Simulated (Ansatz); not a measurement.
Starting cell, ZnO (wurtzite):

```
CELL_PARAMETERS angstrom
      3.23518     0.00000     0.00000
     -1.61759     2.80175     0.00000
      0.00000     0.00000     5.21141
ATOMIC_POSITIONS crystal
  Zn 0.66667 0.33333 0.00241
  Zn 0.33333 0.66667 0.50241
  O  0.66667 0.33333 0.62279
  O  0.33333 0.66667 0.12279
```

In each cell atom 4 (O, nearest neighbour Zn at 1.970 Å; its periodic images, 3.2 Å or more away, move with it) moves by s·(0.577, 0.577, 0.577) (along Cartesian [111]), the rest being held.

These are r2SCAN (plane waves to 500 eV, PAW, scalar-relativistic; Ansatz, a first-principles code) values and carry that method's errors. k mesh 9×9×5 (Γ-centred), Fermi-Dirac smearing 0.05 eV. Energies are smeared free energies. ZnO was relaxed with its symmetry unable to fall. ΔE is measured from the undisplaced structure.

What ΔE (meV/cell) does the calculation give at s (Å) = -0.160, -0.040, 0.040, 0.080, 0.120, 0.160?


```json
[
 {"s (Å)": "-0.160", "ΔE (meV/cell)": "147.6"},
 {"s (Å)": "-0.040", "ΔE (meV/cell)": "8.0"},
 {"s (Å)": "0.040", "ΔE (meV/cell)": "7.4"},
 {"s (Å)": "0.080", "ΔE (meV/cell)": "28.4"},
 {"s (Å)": "0.120", "ΔE (meV/cell)": "61.5"},
 {"s (Å)": "0.160", "ΔE (meV/cell)": "105.5"}
]
```

(For displaced atoms, the force is minus the slope of the energy, and its curvature is a force constant, which sets phonon frequencies.)
